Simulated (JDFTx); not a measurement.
Input for JDFTx (a modified build): 1,1,1-trifluoroethane, C2H3F3 (SMILES CC(F)(F)F), charge 0, multiplicity 1, linear PCM without cavity terms (LA12), water, 1 M NaCl; lengths in bohr, energies in hartree. The run starts from orbitals saved by an earlier run of the same system.

```
lattice \
  18.8972612463 0.0000000000 0.0000000000 \
  0.0000000000 18.4248297151 0.0000000000 \
  0.0000000000 0.0000000000 18.4248297151
coords-type Cartesian
ion C -1.5717864031 -0.1910908051 -0.1985108618 0
ion C 1.2772024127 -0.1910695042 -0.1986347899 0
ion F 2.2415845397 -0.6429096239 2.1030719349 0
ion F 2.2412560306 2.0283350824 -0.9580597937 0
ion F 2.2413715048 -1.9583450573 -1.7408793911 0
ion H -2.2415845397 -2.0283350824 0.4281769860 0
ion H -2.2414728460 0.1849060464 -2.1030719349 0
ion H -2.2414833844 1.2704601014 1.0791669863 0
ion-species pseudo/c_pbe_v1.2.upf
ion-species pseudo/f_pbe_v1.4.upf
ion-species pseudo/h_pbe_v1.4.upf
elec-cutoff 20 100
elec-ex-corr gga-PBE
symmetries none
elec-n-bands 16
electronic-minimize nIterations 150 energyDiffThreshold 1e-7
fluid LinearPCM
pcm-variant LA12
fluid-solvent H2O
fluid-cation Na+ 1
fluid-anion Cl- 1
fluid-minimize nIterations 400 knormThreshold 1e-11
wavefunction read s0.wfns 19
dump-name s3.$VAR
dump End State Ecomponents EigStats BandEigs Forces ElecDensity IonicPositions FluidDebug
```

The log closes as follows.

```
[...]
ElecMinimize: Iter:   8  Etot: -86.156708672525568  |grad|_K:  3.524e-07  alpha:  8.176e-01  linmin: -1.001e-02
ElecMinimize: Iter:   9  Etot: -86.156708715066600  |grad|_K:  1.987e-07  alpha:  7.715e-01  linmin:  7.893e-06
ElecMinimize: Iter:  10  Etot: -86.156708728801647  |grad|_K:  1.056e-07  alpha:  7.911e-01  linmin:  6.077e-05
ElecMinimize: Converged (|Delta Etot|<1.000000e-07 for 2 iters).

# Ionic positions in cartesian coordinates:
ion C  -1.571786403100000  -0.191090805100000  -0.198510861800000 0
ion C   1.277202412700000  -0.191069504200000  -0.198634789900000 0
ion F   2.241584539699999  -0.642909623900000   2.103071934900000 0
ion F   2.241256030600000   2.028335082399999  -0.958059793700000 0
ion F   2.241371504800000  -1.958345057300000  -1.740879391100000 0
ion H  -2.241584539699999  -2.028335082399999   0.428176986000000 0
ion H  -2.241472846000000   0.184906046400000  -2.103071934900000 0
ion H  -2.241483384400000   1.270460101400000   1.079166986300000 0

# Forces in Cartesian coordinates:
force C   0.010480076784219   0.000041011160466  -0.000021189051829 0
force C  -0.031476417267478   0.000026913450927   0.000025291370593 0
force F   0.010006710422540  -0.004933294294131   0.025150744256914 0
force F   0.010010684635915   0.024272751971424  -0.008300005481819 0
force F   0.010018662929975  -0.019335437286568  -0.016881027058596 0
force H  -0.002930300862484  -0.007532539202582   0.002574132315895 0
force H  -0.002923555241323   0.001523919980239  -0.007778719933676 0
force H  -0.002923857716732   0.005970266460247   0.005229234053592 0

# Energy components:
   A_diel =       -0.0093531682125771
   Eewald =       39.3027123254175166
       EH =      112.8990410730401948
     Eloc =     -266.4595078576512037
      Enl =       11.9390884147377943
      Exc =      -18.7041735172636834
 Exc_core =        0.0673504914636015
       KE =       34.8081335096667104
-------------------------------------
     Etot =      -86.1567087288016467


	eMin: -1.217481 at state 0 ( [ +0.000000 +0.000000 +0.000000 ] spin 0 )
	HOMO: -0.328685 at state 0 ( [ +0.000000 +0.000000 +0.000000 ] spin 0 )
```

The run took 11 electronic cycles (a count that differs between repeats, as do the digits past 10⁻⁶ Ha); the highest occupied level lies at -8.94 eV from the bulk liquid; the total lies -0.22 eV from the vacuum run at this geometry.
